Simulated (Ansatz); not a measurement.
## Band table of Sb

```xyz
2
Lattice="2.2005 1.3006 3.7779 -2.1007 1.2576 3.7349 0.0126 -2.4459 3.7192" Properties=species:S:1:pos:R:3 pbc="T T T"
Sb    0.0262    0.0262    2.6242
Sb    0.0861    0.0861    8.6078
```

Atom numbers follow the list: Sb1, Sb2.

The structure is an experimental refinement, used without relaxation. The listed cell was then made from it by scaling, straining or moving an atom.

No spin–orbit coupling, which matters for the heavy atoms here.

The calculation used DFT, LDA, all-electron LAPW, scalar-relativistic in Ansatz 0.2.0.

Sampling and basis: a Γ-centred 12×12×12 k mesh, Fermi–Dirac smearing of 0.03 eV, basis error target 0.5 meV/atom, no spin polarisation.

Path points, in fractions of the reciprocal vectors: Γ (0.000, 0.000, 0.000), X (-0.500, -0.500, -0.500), Y (0.500, 0.000, 0.000), Z (0.000, 0.000, 0.500), R (0.000, -0.500, 0.000), T (0.500, 0.000, 0.500), U (-0.500, -0.500, 0.000). Levels in eV from the Fermi level; bands 19 to 26, counted from the lowest band of the run. The gap is zero.

```
# k(1/Å) point b19 b20 b21 b22 b23 b24 b25 b26
0.000 Γ -12.75 -4.88 -2.01 -1.91 -1.54 2.14 2.64 2.90
0.168 - -12.65 -5.41 -1.89 -1.65 -1.51 2.05 2.35 2.57
0.336 - -12.39 -6.48 -1.79 -1.49 -1.06 1.60 1.84 1.92
0.504 - -11.96 -7.62 -1.63 -1.39 -0.70 0.93 1.07 1.57
0.671 - -11.47 -8.57 -1.42 -1.25 -0.53 0.38 0.48 1.26
0.839 X -11.19 -9.01 -1.30 -1.17 -0.48 0.14 0.24 1.14
1.115 - -11.53 -8.28 -2.30 -1.93 -0.71 0.75 1.45 2.18
1.391 - -11.86 -7.06 -3.30 -2.58 -1.57 2.04 2.46 3.26
1.667 - -11.77 -7.17 -3.02 -2.64 -1.96 2.02 2.24 3.29
1.942 - -11.20 -8.58 -2.20 -1.84 -1.63 1.01 1.43 1.65
2.218 Y -10.43 -9.73 -1.74 -1.60 -0.20 -0.04 0.39 0.65
2.393 - -11.07 -8.92 -1.73 -1.68 -0.51 0.38 0.62 0.82
2.568 - -11.79 -7.73 -1.83 -1.70 -0.84 0.99 1.22 1.27
2.743 - -12.32 -6.49 -1.92 -1.65 -1.22 1.62 1.90 1.98
2.918 - -12.64 -5.39 -1.96 -1.69 -1.56 2.07 2.43 2.62
3.093 Γ -12.75 -4.88 -2.01 -1.91 -1.54 2.14 2.64 2.90
3.272 - -12.63 -5.34 -1.98 -1.83 -1.49 2.08 2.31 2.63
3.451 - -12.30 -6.39 -1.99 -1.83 -1.20 1.59 1.70 1.97
3.629 - -11.76 -7.61 -1.97 -1.88 -0.89 0.86 0.99 1.27
3.808 - -11.02 -8.81 -1.91 -1.88 -0.58 0.31 0.33 0.75
3.987 Z -10.38 -9.61 -1.88 -1.86 -0.22 -0.18 0.11 0.56
4.191 - -10.65 -9.14 -2.83 -1.87 -1.07 0.22 0.45 2.25
4.395 - -10.90 -8.50 -3.99 -1.89 -1.56 0.63 1.06 4.09
4.598 - -10.89 -8.50 -4.01 -1.80 -1.66 0.63 1.04 4.05
4.802 - -10.63 -9.14 -2.87 -1.78 -1.19 0.15 0.47 2.19
5.006 R -10.32 -9.64 -1.95 -1.76 -0.34 -0.30 0.20 0.51
5.185 - -11.00 -8.80 -1.95 -1.82 -0.66 0.16 0.43 0.71
5.365 - -11.75 -7.60 -1.96 -1.91 -0.92 0.76 1.06 1.24
5.544 - -12.30 -6.37 -2.00 -1.87 -1.18 1.45 1.82 1.94
5.724 - -12.63 -5.33 -2.00 -1.85 -1.45 2.02 2.38 2.62
5.903 Γ -12.75 -4.88 -2.01 -1.91 -1.54 2.14 2.64 2.90
6.106 - -12.60 -5.45 -2.21 -1.98 -1.02 1.58 2.33 2.98
6.309 - -12.19 -6.37 -2.85 -2.58 -0.95 1.22 2.33 3.45
6.512 - -11.53 -7.15 -3.71 -3.18 -2.63 2.01 3.36 4.03
6.715 - -10.76 -7.74 -4.87 -3.61 -3.38 1.71 4.60 5.32
6.918 T -10.33 -8.04 -5.41 -3.76 -3.56 1.60 4.86 5.60
7.194 - -10.56 -8.16 -4.80 -3.82 -2.79 2.02 3.24 5.21
7.470 - -10.87 -8.36 -4.19 -2.78 -1.28 0.39 2.30 3.86
7.746 - -10.90 -8.33 -4.17 -2.87 -1.18 0.51 2.17 3.93
8.021 - -10.66 -8.06 -4.80 -3.76 -2.77 2.11 3.37 5.03
8.297 U -10.48 -7.89 -5.38 -3.65 -3.60 1.63 4.99 5.57
```
